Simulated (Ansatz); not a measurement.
Relaxed-ion elastic tensor of NaSe in space group P6_3/mmc (No. 194; Na on 2a, Na on 2c, Se on 4f) in GPa (Voigt order), plane-wave PAW LDA (Ansatz code); density 3.63 g/cm³, 23.32 Å³ per atom.

```csv
,1,2,3,4,5,6
1,46.8,30.5,12.9,0.0,0.0,0.0
2,30.5,46.8,12.9,0.0,0.0,0.0
3,12.9,12.9,55.7,0.0,0.0,0.0
4,0.0,0.0,0.0,12.6,0.0,0.0
5,0.0,0.0,0.0,0.0,12.6,0.0
6,0.0,0.0,0.0,0.0,0.0,8.1
```

Task: Is the crystal mechanically stable?

Result: Yes: the smallest eigenvalue of C is 8.1 GPa.

Task: Work out the Voigt, Reuss and Hill averages.

Result: K_V = 29.1, K_R = 29.0, K_H = 29.1; G_V = 12.9, G_R = 11.1, G_H = 12.0 GPa.

Task: Give Young's modulus, Poisson's ratio, Pugh's ratio and the universal anisotropy index.

Result: E = 9KG/(3K + G) = 31.6 GPa; ν = 0.32; K/G = 2.42 (ductile by the Pugh limit of 1.75); A_U = 5G_V/G_R + K_V/K_R − 6 = 0.77.

Task: Estimate the sound speeds and the Debye temperature.

Result: v_l = √((K + 4G/3)/ρ) = 3520 m/s, v_t = √(G/ρ) = 1820 m/s, mean 2040 m/s; Θ = (h/k)(3n/4πV)^(1/3) v_m = 212 K.

Task: How much does each axis shrink under pressure?

Result: Linear compressibilities β_i = Σ_j S_ij (j = 1 to 3): x 11, y 11, z 13 per TPa.

The workflow started from a Materials Project entry (that database holds measured and hypothetical structures alike); the Crystallography Open Database copy checked does not list it. Whether it is the stable phase at ambient conditions was not checked. The cell was relaxed with LDA under the symmetry of its start; phonons on a q-mesh show no instability.

Potentials: the later of the program's two PAW sets.
